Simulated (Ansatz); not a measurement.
LiCl (rock salt)

```xyz
2
Lattice="0.0000 2.5561 2.5561 2.5561 0.0000 2.5561 2.5561 2.5561 0.0000" Properties=species:S:1:pos:R:3 pbc="T T T"
Cl     0.0000     0.0000     0.0000
Li     2.5561     2.5561     2.5561
```

The slice is a {110} plane (indices of the conventional cell) through the point (0.500, 0.500, 0.500) (fractional), spanned by u = [100] and v = [1 -1 -1] in vectors of this cell: u (3.61 Å) and v (5.11 Å, at 90° to u). It covers one period; positions are fractions (u, v).

All values below come from r2SCAN (plane waves to 500 eV, PAW, scalar-relativistic; Ansatz, an electronic-structure program). k mesh 11×11×11. Near the nuclei the fields are pseudised (PAW); where an atom keeps semicore shells as valence, they peak there. LiCl was relaxed with its symmetry unable to fall.

Q: Predict the map of the electron localisation function (ELF) on the slice.

A: 
```
|xxx000000000000xx|
|xx20000000000002x|
|00000000000000000|
|00000000000000000|
|33310000000000233|
|88753100000013578|
|99986310000136899|
|99998630000368999|
|99999851001589999|
|xx99986200268999x|
|xxx999720027999xx|
|xxx999730037999xx|
|xxx999720027999xx|
|xx99986200268999x|
|99999851001589999|
|99998630000368999|
|99986310000136899|
|88753100000013578|
|33320000000000133|
|00000000000000000|
|00000000000000000|
|xx20000000000002x|
|xxx000000000000xx|
|xxx100000000001xx|
```
Scale: ten equal steps from 0.01 (start of '0') to 0.88 (end of '9'), in the order '0123456789'. Values: electron localisation function (ELF). The map has 17 points along u (one character each, u = 0 at the left) and 24 along v (v = 0 in the bottom row). Points within 0.5 Å of a nucleus are blanked (x), as the pseudised field means little there.
